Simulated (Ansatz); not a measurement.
This Ti3Si2 structure is the end of a relaxation. The cell was found from a structure generator's guess, not taken from experiment.

These are results of DFT PBE, scalar-relativistic, plane waves, PAW in Ansatz, not measurements. Cutoff 420 eV, Γ-centred mesh, Gaussian smearing, no spin polarisation.

```cif
data_structure
_symmetry_space_group_name_H-M 'P 1'
_symmetry_Int_Tables_number 1
_cell_length_a 4.5492
_cell_length_b 4.5492
_cell_length_c 4.5492
_cell_angle_alpha 90.000
_cell_angle_beta 90.000
_cell_angle_gamma 90.000
_cell_volume 94.15
loop_
_atom_site_label
_atom_site_type_symbol
_atom_site_fract_x
_atom_site_fract_y
_atom_site_fract_z
_atom_site_occupancy
Ti1 Ti 0.50000 0.00000 0.00000 1
Ti2 Ti 0.00000 0.50000 0.00000 1
Ti3 Ti 0.00000 0.00000 0.50000 1
Si1 Si 0.00000 0.00000 0.00000 1
Si2 Si 0.50000 0.50000 0.50000 1
```

The zero of energy is the elements' standard structures at the same level; no fitted shifts are applied.

Question: Find its symmetry and describe it.

Answer: Pm-3m (No. 221). Conventional cell: a = 4.549 Å. Ti has 2 Si at 2.27 Å, 4 Si at 3.22 Å and 8 Ti at 3.22 Å; Si on its first site has 6 Ti at 2.27 Å; Si on its second site has 12 Ti at 3.22 Å.

Question: What is its formation energy per atom?

Answer: +0.25 eV/atom. It can't be a ground state, since the elements alone are lower.

Question: Is it a metal?

Answer: Yes, bands cross the Fermi level on the 8×8×8 mesh.

The last run used an 8×8×8 mesh for its 5-atom cell and Gaussian smearing of 0.10 eV. Symmetry constrained the relaxation, so the result can be a saddle point.
